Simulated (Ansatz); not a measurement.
Computed with DFT PBE, scalar-relativistic, plane waves, PAW in Ansatz 0.2.0. Cutoff 420 eV, Γ-centred meshes of about 0.25 Å⁻¹ or finer for metals and 0.3 Å⁻¹ for insulators (2π included), Gaussian smearing. No spin polarisation.

Relaxed structures of Hf2Ti2Ge3, with energies over the first row. Coordination counts Ge atoms around Hf and Ti (those within 1.25 times the shortest such distance or 1.15 times the sum of covalent radii; a plus sign parts nearer from farther groups).

| # | form | sites | V (Å³/atom) | coordination | ΔE (meV/atom) |
| --- | --- | --- | --- | --- | --- |
| 1 | I4/mmm | Hf 4e; Ti 4e; Ge 4e, 2a | 17.6 | Hf 8, Ti 5 | 0 |
| 2 | R-3m | Hf 6c; Ti 6c; Ge 3a, 6c | 19.5 | Hf 6, Ti 3 | 112 |

A further structure, relaxed alike:

```yaml
crystal:
  lattice:
    - [-1.75242, 1.75242, 10.13562]
    - [1.75242, -1.75242, 10.13562]
    - [1.75242, 1.75242, -10.13562]
  atoms:
    - { symbol: Hf, position: [0.29408, 0.29408, 0.00000] }
    - { symbol: Hf, position: [0.70592, 0.70592, 0.00000] }
    - { symbol: Ti, position: [0.56563, 0.56563, 0.00000] }
    - { symbol: Ti, position: [0.43437, 0.43437, 0.00000] }
    - { symbol: Ge, position: [0.86225, 0.86225, 0.00000] }
    - { symbol: Ge, position: [0.13775, 0.13775, 0.00000] }
    - { symbol: Ge, position: [0.00000, 0.00000, 0.00000] }
```

Question: Place it among the others.

Answer: It falls between rows 1 and 2, 41 meV/atom above row 1, with space group I4/mmm (No. 139) and 17.8 Å³/atom. Counting Ge atoms around Hf and Ti, this cell has Hf 4+1, Ti 8 and row 1 has Hf 8, Ti 5. Hf is surrounded by 4 Ge at 2.84 Å, 1 Ti at 2.84 Å, 4 Hf at 3.06 Å, 1 Ge at 3.17 Å and 4 Hf at 3.50 Å; Ti is surrounded by 1 Ti at 2.66 Å, 8 Ge at 2.81–2.88 Å, 1 Hf at 2.84 Å and 4 Ti at 3.50 Å; Ge on a site of symmetry 4mm has 1 Ge at 2.79 Å, 4 Hf at 2.84 Å, 4 Ti at 2.88 Å, 1 Hf at 3.17 Å and 4 Ge at 3.50 Å; Ge on a site of symmetry 4/mmm has 2 Ge at 2.79 Å, 8 Ti at 2.81 Å and 4 Ge at 3.50 Å.

These runs have no spin–orbit coupling, which can matter for Hf. Trial moments fell under 0.15 μB along the way in I4/mmm and R-3m; another start might hold them. With atoms moved at random, row 1 (by 35 meV/atom) fell into a lower structure. Row 2 and the further cell had no clear such test and can be saddle points.
